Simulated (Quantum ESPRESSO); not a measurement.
# Al7GaAs8: convergence and cost over cutoff and k mesh

A calculation, not a measurement. The program is pw.x of Quantum ESPRESSO 7.5 (plane-wave density functional theory). The cell is made up: 16 atoms on a doubled zincblende/diamond lattice, with randomly drawn elements, strain and displacements, not relaxed. PseudoDojo standard norm-conserving files (v0.5 for PBE, v0.4.1 for LDA and PBEsol) set the functional; there is no spin polarisation, spin-orbit coupling or dispersion term, and the masses in the input are unused placeholders.

Input of the run in row 4:

```
&control calculation='scf', pseudo_dir='./dojo.nc.sr.pbe.v0_5.standard.upf', outdir='./o', disk_io='low', tprnfor=.true., tstress=.true. /
&system ibrav=0, nat=16, ntyp=3, nbnd=83, ecutwfc=84.00895049, nosym=.true., tot_charge=0,
 occupations='smearing', smearing='fd', degauss=0.0018374661
/
&electrons conv_thr=7.350e-09, electron_maxstep=60, /
ATOMIC_SPECIES
Al 1.0 Al.upf
As 1.0 As.upf
Ga 1.0 Ga.upf
CELL_PARAMETERS angstrom
5.6203 -0.0141 0.0715
-0.0141 5.6808 0.0499
0.1431 0.0999 11.2193
ATOMIC_POSITIONS angstrom
Al 0.0926 0.086 -0.1343
Al 0.1435 2.9083 2.7628
Al 2.8836 0.1065 2.8697
Al 2.9542 2.787 -0.0185
Ga 0.1394 0.0516 5.6538
Al 0.1733 2.9585 8.3174
Al 2.9972 0.0413 8.4571
Al 2.7831 2.9235 5.6537
As 1.32 1.2704 1.3275
As 1.4991 4.3185 4.3431
As 4.2654 1.4322 4.1556
As 4.2186 4.3216 1.5459
As 1.5632 1.435 7.0157
As 1.3263 4.4405 9.7546
As 4.3705 1.5312 9.9745
As 4.3926 4.0985 7.1157
K_POINTS automatic
4 4 2 1 1 1
```

The same cell was run at these settings. Meshes are shifted by half a step, and differences are from the last row, which is itself not exact.

| cutoff (eV) | k mesh | k points solved | threshold (eV) | free energy less the last row's (eV) | pressure (GPa) | largest stress difference (GPa) | largest force difference (eV/Å) | iterations | wall time (s) | k-point pools | processor |
| --- | --- | --- | --- | --- | --- | --- | --- | --- | --- | --- | --- |
| 800 | 2 x 2 x 2 | 4 | 1e-04 | 20.213 | -75.24 | 81.04 | 0.082 | 9 | 79 | 4 | Intel Xeon, older |
| 1143 | 1 x 1 x 1 | 1 | 1e-07 | 5.061 | 7.24 | 2.68 | 0.363 | 12 | 144 | 4 | Intel Xeon, older |
| 681 | 4 x 4 x 2 | 16 | 1e-07 | 116.324 | -302.03 | 307.19 | 0.080 | 13 | 184 | 4 | Intel Xeon, older |
| 1143 | 4 x 4 x 2 | 16 | 1e-07 | 0.018 | 5.04 | 0.00 | 0.002 | 12 | 423 | 4 | Intel Xeon, older |
| 1437 | 6 x 6 x 4 | 72 | 1e-07 | 0.000 | 5.04 | 0.00 | 0.000 | 12 | 2347 | 4 | Intel Xeon, older |

Each pool is one process. Wall times include start-up and a band step at six k points, which weighs most on the coarsest meshes. The runs were on shared virtual cores whose load varied, so times are rough.